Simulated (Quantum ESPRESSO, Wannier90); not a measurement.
## Hf₂Cu (I4/mmm): Wannier90 run

Cell from Materials Project (mp-30581), symmetrised, no further relaxation. COD (Crystallography Open Database) has an entry of this formula and space group (matched by these alone). Level: PBEsol, no spin polarisation, no spin-orbit coupling; pw.x of Quantum ESPRESSO at 74 Ry with PseudoDojo potentials, 4×4×4 k-points, Wannier90. Density: 14×14×14 mesh, cold smearing 0.01 Ry. Spin-orbit coupling is left out although heavy elements are present.

```
begin unit_cell_cart
ang
    0.0000000000   -3.1528300000    0.0000000000
    3.1528300000    0.0000000000    0.0000000000
   -1.5764150000    1.5764150000    5.5595100000
end unit_cell_cart
mp_grid = 4 4 4
```

Problem. Which shells of neighbouring k-points and which b-vectors and weights does Wannier90 pick for this cell and mesh?

Solution. 
```
 *---------------------------------- K-MESH ----------------------------------*
 +----------------------------------------------------------------------------+
 |                    Distance to Nearest-Neighbour Shells                    |
 |                    ------------------------------------                    |
 |          Shell             Distance (Ang^-1)          Multiplicity         |
 |          -----             -----------------          ------------         |
 |             1                   0.282542                      2            |
 |             2                   0.517860                      8            |
 |             3                   0.565084                      2            |
 |             4                   0.654094                      8            |
 |             5                   0.704587                      4            |
 |             6                   0.759126                      8            |
 |             7                   0.847627                      2            |
 |             8                   0.864384                      8            |
       ... (lines left out)
 +----------------------------------------------------------------------------+
 | The b-vectors are chosen automatically                                     |
 | The following shells are used:                       1,  2                 |
 +----------------------------------------------------------------------------+
 |                        Shell   # Nearest-Neighbours                        |
 |                        -----   --------------------                        |
 |                          1               2                                 |
 |                          2               8                                 |
 +----------------------------------------------------------------------------+
 | Completeness relation is fully satisfied [Eq. (B1), PRB 56, 12847 (1997)]  |
 +----------------------------------------------------------------------------+
 |                  b_k Vectors (Ang^-1) and Weights (Ang^2)                  |
 |                  ----------------------------------------                  |
 |            No.         b_k(x)      b_k(y)      b_k(z)        w_b           |
 |            ---        --------------------------------     --------        |
 |             1         0.000000    0.000000    0.282542     5.256134        |
 |             2         0.000000    0.000000   -0.282542     5.256134        |
 |             3         0.498218    0.000000    0.141271     1.007167        |
 |             4         0.000000   -0.498218    0.141271     1.007167        |
 |             5         0.498218    0.000000   -0.141271     1.007167        |
 |             6         0.000000   -0.498218   -0.141271     1.007167        |
 |             7        -0.498218    0.000000   -0.141271     1.007167        |
 |             8        -0.498218    0.000000    0.141271     1.007167        |
 |             9         0.000000    0.498218   -0.141271     1.007167        |
 |            10         0.000000    0.498218    0.141271     1.007167        |
```
